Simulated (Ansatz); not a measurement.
Li (bcc, W type)

```
CELL_PARAMETERS angstrom
     -1.73814     1.73814     1.73814
      1.73814    -1.73814     1.73814
      1.73814     1.73814    -1.73814
ATOMIC_POSITIONS crystal
  Li 0.00000 0.00000 0.00000
```

This relaxed cell (volume V₀) is scaled evenly in all directions, its shape held. Symmetry pins the atoms to their sites.

These are r2SCAN (plane waves to 500 eV, PAW, scalar-relativistic; Ansatz, an electronic-structure program) values and carry that method's errors. k mesh 19×19×19 (Γ-centred), Fermi-Dirac smearing 0.05 eV. Energies are smeared free energies. Compression counts positive. Li was relaxed with its symmetry unable to fall. The PAW data are Ansatz's earlier set. ΔE is measured from the relaxed starting cell. The last digit holds for this mesh only.

| V (Å³/atom) | ΔE (meV/atom) |
|---|---|
| 17.644 | 28.1 |
| 18.316 | 17.1 |
| 18.988 | 9.1 |
| 19.660 | withheld |
| 20.333 | 0.9 |
| 21.005 | 0.0 |
| 21.677 | 0.8 |
| 22.349 | 3.2 |
| 23.021 | 6.9 |
| 23.693 | 11.8 |
| 24.365 | 17.6 |

Task: Fit a third-order Birch-Murnaghan form (E₀, V₀, B₀, B₀′ free) to the given rows and predict ΔE at V = 19.660.

Result: Least squares on the 10 given rows: ΔE = E₀ + (9V₀B₀/16)·y²·[2 + (B₀′ − 4)y], y = (V₀/V)^(2/3) − 1, with V₀ = 21.004 Å³/atom, B₀ = 13.08 GPa (160.2 GPa = 1 eV/Å³; the term in eV is multiplied by 1000), B₀′ = 3.36, E₀ = -0.01 meV/atom; root-mean-square residual 0.02 meV/atom. At 19.660 the fit gives 3.9 meV/atom; the calculation gives 3.9 meV/atom, the same to the digits shown. For the pressure the fit gives 1.0 GPa against the computed 1.0 GPa.

(A scan under strain: stresses follow from slopes of the energy per volume, elastic moduli from its curvatures.)
